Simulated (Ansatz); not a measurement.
Relaxed Zr (hcp, Mg type):

```xyz
4
Lattice="6.4625 0.0000 0.0000 -1.6156 2.7984 0.0000 0.0000 0.0000 5.1732" Properties=species:S:1:pos:R:3 pbc="T T T"
Zr     0.0000     1.8656     3.8799
Zr     3.2313     1.8656     3.8799
Zr     1.6156     0.9328     1.2933
Zr     4.8469     0.9328     1.2933
```

The atoms are displaced by Q × the pattern below (from a DFPT mode at M = (0.5, 0.0, 0.0), largest move 1; Q in Å), at fixed cell. (q is in reciprocal vectors of the primitive cell; the cell shown is doubled to hold the pattern.)

```
atom       x       y      z
----  ------  ------  -----
Zr1    0.866   0.500  0.000
Zr2   -0.866  -0.500  0.000
Zr3   -0.866  -0.500  0.000
Zr4    0.866   0.500  0.000
```

Calculation: PBE (plane waves to 420 eV, PAW, scalar-relativistic; Ansatz, an electronic-structure program). k mesh 17×17×9 (Γ-centred), Fermi-Dirac smearing 0.05 eV. With partly filled bands, energies and forces of such displacements shift with the k mesh and the smearing. Zr is run without spin polarisation. Zr was relaxed with its symmetry unable to fall. 

| Q (Å) | −dE/dQ from forces (eV/Å) |
|---|---|
| -0.100 | 3.474 |
| -0.083 | 2.963 |
| -0.067 | 2.456 |
| -0.050 | 1.910 |
| -0.033 | 1.310 |
| -0.017 | 0.666 |
| 0.000 | 0.000 |
| 0.017 | -0.666 |
| 0.033 | -1.310 |
| 0.050 | -1.910 |
| 0.067 | -2.456 |
| 0.083 | -2.963 |
| 0.100 | -3.474 |

What harmonic wavenumber does the curvature at Q = 0 give?

173 cm⁻¹. E″ = 40.17 eV/Å², M = Σ mᵢ|uᵢ|² = 364.9 u, ν̃ = 521.5·√(|E″|/M).

(A displaced cell: forces are minus the slopes of the energy, force constants its curvatures, and phonons follow from these.)
